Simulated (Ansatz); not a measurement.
Consider the following.

GaSb (zinc blende)

```
CELL_PARAMETERS angstrom
      0.00000     6.13244     6.13244
      3.06622     0.00000     3.06622
      3.06622     3.06622     0.00000
ATOMIC_POSITIONS crystal
  Sb 0.37500 0.75000 0.75000
  Sb 0.87500 0.75000 0.75000
  Ga 0.00000 0.00000 0.00000
  Ga 0.50000 0.00000 0.00000
```

Scan: atom 2 (Sb, nearest neighbour Ga at 2.655 Å; its periodic images, 4.3 Å or more away, move with it) is displaced towards the nearest neighbour, direction (-0.577, -0.577, 0.577) in Cartesian axes, by s. The other atoms stay.

Level of theory: r2SCAN (plane waves to 500 eV, PAW, scalar-relativistic; Ansatz, a first-principles code). k mesh 11×11×11 (Γ-centred), Fermi-Dirac smearing 0.05 eV. Energies are smeared free energies. GaSb was relaxed with its symmetry unable to fall. Spin-orbit coupling is left out, though Sb is heavy. The zero of ΔE is the undisplaced structure.

The scan covers s from -0.270 to 0.270 Å in 11 points.

Q: Is this a single well or a double well?

A: A single well with its minimum at or next to zero displacement.

Q: Is the energy the same for displacements of ±0.270 Å, and if not, which side lies higher?

A: Not even: the positive side lies higher at ±0.270 Å. With its periodic images moving along, the atom's site symmetry in this cell is 3m.

Q: What is the energy change at s = 0.270 Å?

A: 393 meV/cell.

Q: What force acts on the atom along the line at s = -0.270 Å?

A: 1.52 eV/Å.

Q: What is the force constant k = d²E/ds² of this move at s = 0?

A: 8.45 eV/Å².

(For displaced atoms, the force is minus the slope of the energy, and its curvature is a force constant, which sets phonon frequencies.)
